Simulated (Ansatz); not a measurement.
Ti₃SnO₈ (Cmmm) at 2 levels of theory

One geometry, relaxed with PBE; plane waves with PAW potentials in Ansatz, scalar-relativistic. No spin polarisation. Gaps are the least over mesh and band path; pressure is positive in compression.

```
CELL_PARAMETERS angstrom
3.31682 -3.31719 0.00000
3.31682 3.31719 0.00000
0.00000 0.00000 6.07331
ATOMIC_POSITIONS crystal
Ti 0.50000 0.50000 0.00000
Ti 0.00000 0.00000 0.24439
Ti 0.00000 0.00000 0.75561
Sn 0.50000 0.50000 0.50000
O 0.30033 0.69967 0.23673
O 0.30033 0.69967 0.76327
O 0.80646 0.80646 0.00000
O 0.81326 0.81326 0.50000
O 0.19354 0.19354 0.00000
O 0.18674 0.18674 0.50000
O 0.69967 0.30033 0.23673
O 0.69967 0.30033 0.76327
```

| level | cutoff (eV) | k mesh | gap (eV) | pressure (GPa) |
| --- | --- | --- | --- | --- |
| PBE | 420 | 6×6×6 | 1.70 | 0.0 |

What comes out on the same cell with r2SCAN?

```csv
level,cutoff (eV),k mesh,gap (eV),pressure (GPa)
r2SCAN,500,6×6×6,2.11,-5.9
```

The structure comes from a generated guess; another structure or a mixture of phases may lie lower.
